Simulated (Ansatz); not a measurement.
La₂MgSi₂ in space group P4/mbm (No. 127; La on 4h, Mg on 2a, Si on 4g), the program Ansatz at the PBE level (PAW), all energies at zero smearing, with the estimated change up to a 700 eV cutoff added, with one set of potentials and settings (totals compare only within such a set). Cell of 10 atoms (4 La, 2 Mg, 4 Si): -31398.705 eV.

```json
[
 {"element": "La", "reference phase": "P6_3/mmc, 4 atoms in the cell", "E (eV/atom)": "-6250.3045"},
 {"element": "Mg", "reference phase": "P6_3/mmc, 2 atoms in the cell", "E (eV/atom)": "-1923.8027"},
 {"element": "Si", "reference phase": "Fd-3m, 2 atoms in the cell", "E (eV/atom)": "-635.8114"}
]
```

Formation energy per atom, worked out: (-31398.705 − 4×(-6250.3045) − 2×(-1923.8027) − 4×(-635.8114))/10 = -0.664 eV/atom (-64 kJ per mol of atoms), at 0 K, without zero-point energy or fitted corrections.

The first step of the workflow began from a Materials Project structure, measured or hypothetical; the Crystallography Open Database copy checked does not list it. Its standing as an ambient phase is unchecked. Symmetry was held in the PBE relaxation; whether a distortion lowers the energy is not shown. The references are the lowest solids computed at this level, not always the standard phases. Spin–orbit coupling is left out wherever it is not named.

Potentials: the earlier of the program's two PAW sets.
